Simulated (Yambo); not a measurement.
G0W0@PBE for GaN (zinc blende, space group F-43m, No. 216) in Yambo. Reference settings: 6×6×6 Γ-centred k mesh, bands 5 to 146 and a 18 Ry block in the screening, 146 bands in G with the Bruneval-Gonze terminator, plasmon pole fitted at 27.2 eV. The PBE gap Γ → Γ on this mesh is 1.79 eV; G0W0 gaps are taken between the same points.

The settings were changed. The gap went from 2.74 eV to 2.56 eV, and the shift of the valence edge from -0.68 eV to -0.24 eV.

Question: Which change was made?
A) 91 bands in G, no terminator
B) 51 bands in G
C) 51 bands in G, no terminator
D) no terminator

Answer: C, 51 bands in G, no terminator. The others gave (gap, valence shift): no terminator: 2.68, -0.58 eV; 91 bands in G, no terminator: 2.64, -0.47 eV; 51 bands in G: 2.78, -0.75 eV.

Spin-orbit coupling is not included.

Geometry relaxed with PBEsol; primitive cell a = 3.1817 Å, b = 3.1817 Å, c = 3.1817 Å, α = 60.00°, β = 60.00°, γ = 60.00°.

This is not the ordinary phase of the substance; no match was found in the copy of COD used, and its stability was not checked.

A shift is the quasiparticle energy of the state minus its PBE energy.

The potentials are those of PseudoDojo's stringent table.
